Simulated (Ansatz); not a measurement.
ZrCu5 (space group F-43m)

```
CELL_PARAMETERS angstrom
      0.00000     3.35596     3.35596
      3.35596     0.00000     3.35596
      3.35596     3.35596     0.00000
ATOMIC_POSITIONS crystal
  Zr 0.00000 0.00000 0.00000
  Cu 0.25000 0.25000 0.25000
  Cu 0.62418 0.62418 0.62418
  Cu 0.62418 0.62418 0.12746
  Cu 0.62418 0.12746 0.62418
  Cu 0.12746 0.62418 0.62418
```

The slice is a {110} plane (indices of the conventional cell) through the point (0.624, 0.624, 0.624) (fractional), spanned by u = [100] and v = [1 -1 -1] in vectors of this cell: u (4.75 Å) and v (6.71 Å, at 90° to u). It covers one period; positions are fractions (u, v).

Method: LDA (plane waves to 420 eV, PAW, scalar-relativistic; Ansatz, a quantum-chemistry and plane-wave program). k mesh 12×12×12. Inside the PAW spheres the values are not all-electron values, and peaks at nuclei hang on which shells count as valence. ZrCu5 is run without spin polarisation. ZrCu5 was relaxed with its symmetry unable to fall.

Three fields on this plane, each scaled to ten steps between its own extremes (0 low, 9 high; the total valence density on a logarithmic scale, the potential cut 8 eV below its top; x marks points blanked near nuclei; v = 0 in the bottom row):

Map A
```
|xxxx79xxxxxx97xxx|
|xxx967xxxxxx658xx|
|xx96557xxxx63248x|
|66666666664322235|
|33567654323466532|
|23467754226xxxx94|
|3245664325xxxxxx9|
|4123443128xxxxxxx|
|4001211019xxxxxxx|
|3000110007xxxxxxx|
|1013442104xxxxxx9|
|026xxxx4115xxxx93|
|15xxxxxx300367520|
|2xxxxxxx510012100|
|2xxxxxxx610122100|
|2xxxxxxx511244321|
|15xxxxxx312467531|
|125xxxx4112578642|
|11234431123577643|
|54211123455666655|
|xx73225xxxx86679x|
|xxx845xxxxxx769xx|
|xxxx68xxxxxx98xxx|
|xxxx8xxxxxxxx8xxx|
```

Map B
```
|xxxx52xxxxxx14xxx|
|xxx165xxxxxx561xx|
|xx16775xxxx46751x|
|56677776555544555|
|78765578763000025|
|57754567740xxxx00|
|2676557750xxxxxx0|
|0687778740xxxxxxx|
|0689999830xxxxxxx|
|0699999840xxxxxxx|
|2787667750xxxxxx0|
|564xxxx5630xxxx00|
|64xxxxxx664000025|
|7xxxxxxx488654578|
|7xxxxxxx389877899|
|8xxxxxxx599876799|
|95xxxxxx799755689|
|984xxxx6998644579|
|99876678998654578|
|66899987666666666|
|xx27985xxxx46761x|
|xxx276xxxxxx561xx|
|xxxx52xxxxxx14xxx|
|xxxx4xxxxxxxx3xxx|
```

Map C
```
|xxxx53xxxxxx34xxx|
|xxx275xxxxxx563xx|
|xx36984xxxx57864x|
|56787886566533466|
|89975689962012114|
|49864579721xxxx40|
|1786557840xxxxxx4|
|0487668722xxxxxxx|
|0388788614xxxxxxx|
|0377778603xxxxxxx|
|0464235620xxxxxx4|
|253xxxx4501xxxx50|
|54xxxxxx540012102|
|5xxxxxxx365332346|
|4xxxxxxx268888887|
|3xxxxxxx168777787|
|51xxxxxx267655567|
|631xxxx1577544567|
|76432235677655677|
|22467653235777864|
|xx13762xxxx48963x|
|xxx264xxxxxx573xx|
|xxxx43xxxxxx35xxx|
|xxxx4xxxxxxxx4xxx|
```

Task: Assign the maps to these fields: electron localisation function (ELF); valence electron density; electrostatic potential energy of an electron, from the cell's mean.

Result: A is the valence electron density; B is the electrostatic potential energy of an electron, from the cell's mean; C is the electron localisation function (ELF).
